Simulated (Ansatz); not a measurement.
MoS2:
```
MoS2
1.0
    3.17222     0.00000     0.00000
   -1.58611     2.74722     0.00000
    0.00000     0.00000     6.86857
Mo S
1 2
Direct
  0.00000   0.00000   0.00000
  0.33333   0.66667   0.22629
  0.33333   0.66667   0.77371
```

r²SCAN+D4 in the plane-wave PAW code Ansatz gives a gap of 1.35 eV without spin–orbit coupling, maximum at A, minimum at K.

Question: What happens when spin–orbit coupling is switched on?

Answer: The gap stays essentially unchanged, to 1.35 eV; maximum at A, minimum at K.

Question: Give the hole effective mass with spin–orbit coupling.

Answer: 0.72, 1.3, 1.3 mₑ (principal values).

Space group P-6m2. The first step of the workflow began from a Materials Project structure, measured or hypothetical; the Crystallography Open Database copy checked does not list it. It is not the phase usual at ambient conditions (space group No. 160, 194). The cell keeps a stress of up to 0.2 GPa. The r²SCAN+D4 relaxation kept the symmetry of its start. At this level the phase is mechanically unstable. No spin polarisation was allowed.

Potentials: the later of the program's two PAW sets.
